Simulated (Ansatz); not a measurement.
## LaTe, first-principles data

LaTe:
```xyz
2
Lattice="0.0000 3.2475 3.2475 3.2475 0.0000 3.2475 3.2475 3.2475 0.0000" Properties=species:S:1:pos:R:3 pbc="T T T"
La     0.0000     0.0000     0.0000
Te     3.2475     3.2475     3.2475
```

Space group Fm-3m (No. 225), rock salt; conventional cell a = 6.495 Å, b = 6.495 Å, c = 6.495 Å, α = 90.00°, β = 90.00°, γ = 90.00°.

Method: plane-wave PAW r²SCAN (Ansatz code). Structure relaxed to zero pressure with the same functional. Other levels are named where they apply.

**Cell and energy**

```
Item                                                              Value
-----------------------------------------------------  ----------------
Volume per atom                                                34.25 Å³
Density                                                      6.46 g/cm³
Formation energy from the elements (no fitted shifts)  -177 kJ/mol-atom
```

**Electronic structure**

```
Item                                                                         Value
------------------------------------  --------------------------------------------
Electronic character                                             metallic (no gap)
Density of states at the Fermi level  0.73 states/eV per atom (mean over ±0.08 eV)
```

The workflow started from a Materials Project entry (that database holds measured and hypothetical structures alike); the Crystallography Open Database files this formula in space group No. 225, but the cells were not matched. Its standing as an ambient phase is unchecked. The r²SCAN relaxation kept the symmetry of its start; its stability against distortions is not shown here. With an odd number of electrons in the cell and no spin polarisation, the count alone makes it a metal. The references are the lowest solids computed at this level, not always the standard phases. Spin–orbit coupling is left out wherever it is not named.

Potentials: the earlier of the program's two PAW sets.
